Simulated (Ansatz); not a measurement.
Relaxed-ion elastic tensor of In₂O₃ (bixbyite, Ia-3) in GPa (Voigt order), the program Ansatz at the PBEsol level (PAW); density 7.03 g/cm³, 13.12 Å³ per atom.

```
     1    2    3     4     5     6
-  ---  ---  ---  ----  ----  ----
1  239  120  120   0.0   0.0   0.0
2  120  239  120   0.0   0.0   0.0
3  120  120  239   0.0   0.0   0.0
4  0.0  0.0  0.0  60.2   0.0   0.0
5  0.0  0.0  0.0   0.0  60.2   0.0
6  0.0  0.0  0.0   0.0   0.0  60.2
```

Question: Is the crystal mechanically stable?

Answer: Yes: the smallest eigenvalue of C is 60.2 GPa.

Question: Work out the Voigt, Reuss and Hill averages.

Answer: K_V = 159, K_R = 159, K_H = 159; G_V = 60.0, G_R = 60.0, G_H = 60.0 GPa.

Question: Give Young's modulus, Poisson's ratio, Pugh's ratio and the universal anisotropy index.

Answer: E = 9KG/(3K + G) = 160 GPa; ν = 0.33; K/G = 2.66 (ductile by the Pugh limit of 1.75); A_U = 5G_V/G_R + K_V/K_R − 6 = 0.00.

Question: Estimate the sound speeds and the Debye temperature.

Answer: v_l = √((K + 4G/3)/ρ) = 5840 m/s, v_t = √(G/ρ) = 2920 m/s, mean 3280 m/s; Θ = (h/k)(3n/4πV)^(1/3) v_m = 414 K.

Question: Give the Zener ratio and Young's modulus along [100], [110] and [111].

Answer: A = 2C44/(C11 − C12) = 1.01; 1/E = S11 − 2(S11 − S12 − S44/2)Γ with Γ = 0, 1/4, 1/3 gives 159, 160, 160 GPa.

The PBEsol relaxation kept the symmetry of its start.

Potentials: the later of the program's two PAW sets.
